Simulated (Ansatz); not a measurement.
AlNi:
```xyz
4
Lattice="0.0000 2.8923 2.8923 2.8923 0.0000 2.8923 2.8923 2.8923 0.0000" Properties=species:S:1:pos:R:3 pbc="T T T"
Ni     0.0000     0.0000     0.0000
Ni     1.4461     1.4461     1.4461
Al     2.8923     2.8923     2.8923
Al     4.3384     4.3384     4.3384
```

Relaxed with r²SCAN.

Map the electron localisation function on the plane through (0.000, 0.000, 0.000) spanned by u = [1, 0, 0] and v = [-1, 1, 1] in lattice vectors, from DFT-r²SCAN in the program Ansatz with PAW potentials.

x is the fraction of u, y of v (the angle between them is 90°; rows are the nearest grid lines); atoms in the plane: Ni at (0.00, 0.00), Ni at (0.50, 0.25), Al at (0.00, 0.50), Al at (0.50, 0.75).
```
y \ x   0.000  0.100  0.200  0.250  0.350  0.450  0.550  0.650  0.750  0.800  0.900   1.00
------  -----  -----  -----  -----  -----  -----  -----  -----  -----  -----  -----  -----
1.00    0.989  0.693  0.179  0.172  0.376  0.416  0.416  0.376  0.172  0.179  0.693  0.989
0.931   0.718  0.350  0.189  0.257  0.512  0.537  0.537  0.512  0.257  0.189  0.350  0.718
0.862   0.190  0.175  0.308  0.471  0.498  0.200  0.201  0.498  0.471  0.308  0.175  0.190
0.759   0.383  0.437  0.545  0.547  0.122  0.116  0.144  0.121  0.547  0.545  0.437  0.383
0.690   0.534  0.558  0.586  0.567  0.212  0.022  0.019  0.213  0.567  0.586  0.558  0.534
0.621   0.218  0.362  0.566  0.590  0.514  0.323  0.324  0.514  0.590  0.566  0.363  0.218
0.552   0.024  0.039  0.434  0.563  0.571  0.537  0.537  0.571  0.563  0.434  0.035  0.024
0.448   0.023  0.043  0.478  0.551  0.380  0.222  0.222  0.379  0.551  0.477  0.048  0.023
0.379   0.218  0.397  0.546  0.446  0.192  0.198  0.198  0.192  0.445  0.547  0.395  0.218
0.310   0.534  0.533  0.390  0.238  0.226  0.702  0.700  0.226  0.238  0.390  0.533  0.534
0.241   0.383  0.387  0.265  0.168  0.295  0.960  0.959  0.293  0.169  0.266  0.387  0.383
0.138   0.190  0.159  0.206  0.229  0.159  0.244  0.244  0.159  0.229  0.206  0.159  0.190
0.0690  0.718  0.351  0.157  0.187  0.235  0.171  0.171  0.235  0.187  0.157  0.351  0.718
0.000   0.989  0.693  0.179  0.172  0.376  0.416  0.416  0.376  0.172  0.179  0.693  0.989
```

The density is the valence pseudo-density with augmentation charge, so density and ELF within about 1 Å of a nucleus are not all-electron values.

Space group Fd-3m. The start of the workflow was typed in or built on a structure type; neither database checked (COD, Materials Project) lists it. It is not the phase usual at ambient conditions (space group No. 221). Symmetry was held in the r²SCAN relaxation. At this level the phase is mechanically unstable. The workflow began spin-polarised and lost its moments.

Potentials: the earlier of the program's two PAW sets.
